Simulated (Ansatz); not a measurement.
TaF₃:
```yaml
crystal:
  lattice:
    - [4.09004, 0.00000, 0.00000]
    - [0.00000, 4.09004, 0.00000]
    - [0.00000, 0.00000, 4.09004]
  atoms:
    - { symbol: Ta, position: [0.00000, 0.00000, 0.00000] }
    - { symbol: F, position: [0.50000, 0.00000, 0.00000] }
    - { symbol: F, position: [0.00000, 0.50000, 0.00000] }
    - { symbol: F, position: [0.00000, 0.00000, 0.50000] }
```

Relaxed with r²SCAN.

**Question.** Map the electron localisation function on the plane through (0.000, 0.000, 0.000) spanned by u = [1, 0, 0] and v = [0, 1, 0] in lattice vectors, from r²SCAN (plane waves, PAW; program Ansatz).

**Answer.** x is the fraction of u, y of v (the angle between them is 90°; rows are the nearest grid lines); atoms in the plane: Ta at (0.00, 0.00), F at (0.50, 0.00), F at (0.00, 0.50).
```
|016730599646995037610|
|137840499868994048731|
|679831389999983138976|
|788621279999972126887|
|343211147888741112343|
|001110013565310011100|
|543210000222000012345|
|998741000000000147899|
|999973000000000379999|
|689985200000002589986|
|469986200000002689964|
|689985200000002589986|
|999973000000000379999|
|998741000000000147899|
|543210000222000012345|
|001110013565310011100|
|343211147888741112343|
|788621279999972126887|
|679831389999983138976|
|137840499868994048731|
|016730599646995037610|
```
Scale: ten equal steps from 0.001 (start of '0') to 0.814 (end of '9'), in the order '0123456789'; x runs from 0.000 to 1.00, y from 0.000 (bottom) to 1.00 (top).

The density is the valence pseudo-density with augmentation charge, so density and ELF within about 1 Å of a nucleus are not all-electron values.

Space group Pm-3m (ReO3 type). The workflow started from an entry of the Crystallography Open Database (COD). Whether it is the stable phase at ambient conditions was not checked. Symmetry was held in the r²SCAN relaxation. At this level the phase is mechanically unstable. No spin polarisation was allowed. The volume moved by 15 % from the start of the relaxation. Spin–orbit coupling is left out wherever it is not named.

Potentials: the later of the program's two PAW sets.
